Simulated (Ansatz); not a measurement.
InP:
```yaml
crystal:
  lattice:
    - [0.00000, 2.97945, 2.97945]
    - [2.97945, 0.00000, 2.97945]
    - [2.97945, 2.97945, 0.00000]
  atoms:
    - { symbol: P, position: [0.75000, 0.75000, 0.75000] }
    - { symbol: In, position: [0.00000, 0.00000, 0.00000] }
```

Relaxed with PBE.

Problem. Give the Bader charges and basin volumes of the independent atoms, plane-wave PAW PBE (Ansatz code).

Solution. 

```csv
atom,Bader charge (e),Bader volume (Å³)
P1,-0.88,30.1
In2,+0.88,22.8
```

Space group F-43m (zinc blende). Symmetry was held in the PBE relaxation.

Potentials: the later of the program's two PAW sets.
